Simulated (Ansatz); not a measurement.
AlBN2:
```
AlBN2
1.0
   -2.04375     2.04375     3.80859
    2.04375    -2.04375     3.80859
    2.04375     2.04375    -3.80859
Al B N
2 2 4
Direct
  0.75000   0.25000   0.50000
  0.00000   0.00000   0.00000
  0.25000   0.75000   0.50000
  0.50000   0.50000   0.00000
  0.18185   0.12500   0.55685
  0.87500   0.43185   0.05685
  0.56815   0.62500   0.44315
  0.37500   0.81815   0.94315
```

Relaxed with PBEsol. Special points in fractions of this cell's reciprocal vectors: Γ (0.000, 0.000, 0.000); X (0.000, 0.000, 0.500); P (0.250, 0.250, 0.250); N (0.000, 0.500, 0.000); M (0.500, 0.500, -0.500); S (0.322, 0.678, -0.322); S0 (-0.322, 0.322, 0.322); R (-0.144, 0.144, 0.500); G (0.500, 0.500, -0.144).

List the band energies nearest the valence-band maximum at these points for PBEsol (plane waves, PAW; program Ansatz).

In eV from the valence-band maximum; about four levels below and three above (degenerate sets whole), none deeper than 8.9 eV; points with the same levels are listed once.

| k | below | above |
|---|---|---|
| Γ | -2.60 -2.60 -0.09 -0.09 0.00 | 2.69 5.65 7.52 7.52 |
| X | -1.06 -1.06 -0.71 -0.71 | 6.49 6.49 7.91 7.91 |
| P | -1.09 -1.09 -1.02 -1.02 | 6.94 6.94 7.27 7.27 |
| N | -1.59 -1.54 -0.97 -0.96 | 6.38 6.63 7.20 |
| M | -2.39 -2.39 -1.07 -1.07 | 3.86 3.86 6.29 6.29 |
| S | -2.27 -1.89 -0.95 -0.49 | 4.62 6.12 7.85 |
| R | -1.17 -1.17 -0.78 -0.78 | 6.28 6.28 8.21 8.21 |

Space group I-42d (chalcopyrite). The start of the workflow was typed in or built on a structure type; neither database checked (COD, Materials Project) lists it. Its standing as an ambient phase is unchecked. Symmetry was held in the PBEsol relaxation; its stability against distortions is not shown here.

Potentials: the earlier of the program's two PAW sets. The files were generated under PBE; for other functionals the program regenerates the frozen cores, and for LDA and PBEsol the local potential too.
